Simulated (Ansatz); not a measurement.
MgH$_{2}$ (rutile)

Space group P4₂/mnm (No. 136); a = 4.4844 Å, b = 4.4844 Å, c = 2.9967 Å, α = 90.00°, β = 90.00°, γ = 90.00°

| atom | site | symmetry | x | y | z |
|---|---|---|---|---|---|
| Mg | 2a | m.mm | 0.0000 | 0.0000 | 0.0000 |
| H | 4f | m.2m | 0.3047 | 0.3047 | 0.0000 |

The volume is varied about the relaxed value V₀ at fixed cell shape. The atoms relax within the cell's symmetry.

Calculation: r2SCAN (plane waves to 500 eV, PAW, scalar-relativistic; Ansatz, a program for electronic structure). k mesh 8×8×11 (Γ-centred), Fermi-Dirac smearing 0.05 eV. The energy includes the smearing's −TS. Compression counts positive. With the shape held, the modulus is that of even scaling; a crystal free to change shape is softer. MgH2 was relaxed with its symmetry unable to fall. The zero of ΔE is the relaxed starting cell.

The scan covers V/V₀ from 0.900 to 1.100 in 9 points.

Question: What is ΔE at V/V₀ = 0.900?

Answer: 19.8 meV/atom.

Question: What pressure does the cell carry at V/V₀ = 0.900?

Answer: 6.82 GPa.

Question: What is ΔE at V/V₀ = 1.100?

Answer: 14.7 meV/atom.

(A scan under strain: stresses follow from slopes of the energy per volume, elastic moduli from its curvatures.)
